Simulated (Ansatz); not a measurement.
BC₃:
```yaml
crystal:
  lattice:
    - [5.14479, 0.00000, 0.00000]
    - [-2.57240, 4.45552, 0.00000]
    - [0.00000, 0.00000, 3.72224]
  atoms:
    - { symbol: B, position: [0.66667, 0.33333, 0.00000] }
    - { symbol: C, position: [0.84144, 0.68287, 0.00000] }
    - { symbol: C, position: [0.68287, 0.84144, 0.00000] }
    - { symbol: C, position: [0.84144, 0.15856, 0.00000] }
    - { symbol: C, position: [0.15856, 0.31713, 0.00000] }
    - { symbol: B, position: [0.33333, 0.66667, 0.00000] }
    - { symbol: C, position: [0.15856, 0.84144, 0.00000] }
    - { symbol: C, position: [0.31713, 0.15856, 0.00000] }
```

Relaxed with r²SCAN+D4. Special points in fractions of this cell's reciprocal vectors: Γ (0.000, 0.000, 0.000); M (0.500, 0.000, 0.000); K (0.333, 0.333, 0.000); A (0.000, 0.000, 0.500); L (0.500, 0.000, 0.500); H (0.333, 0.333, 0.500).

Task: List the band energies nearest the valence-band maximum at these points for DFT-r²SCAN+D4 in the program Ansatz with PAW potentials.

Result: In eV from the valence-band maximum; about four levels below and three above (degenerate sets whole), none deeper than 8.9 eV; points with the same levels are listed once.

| k | below | above |
|---|---|---|
| Γ | -0.19 -0.19 -0.04 -0.04 | 2.90 4.58 4.58 |
| M | -2.52 -2.20 -1.36 -0.43 | 1.60 5.37 6.70 |
| K | -2.66 -2.66 -1.72 -1.72 | 3.32 3.32 7.77 |
| A | -1.11 -1.11 0.00 0.00 | 1.42 3.25 3.25 |
| L | -3.64 -2.47 -1.47 -1.31 | 0.10 4.53 5.38 |
| H | -3.10 -3.10 -2.59 -2.59 | 2.18 2.18 8.53 8.53 |

Space group P6/mmm. The start of the workflow was typed in or built on a structure type; neither database checked (COD, Materials Project) lists it. Its standing as an ambient phase is unchecked. The r²SCAN+D4 relaxation kept the symmetry of its start. At this level the phase is mechanically unstable. Its formation energy is positive at this level, so the cell may be metastable or incomplete.

Potentials: the earlier of the program's two PAW sets. The files were generated under PBE; for other functionals the program regenerates the frozen cores, and for LDA and PBEsol the local potential too.
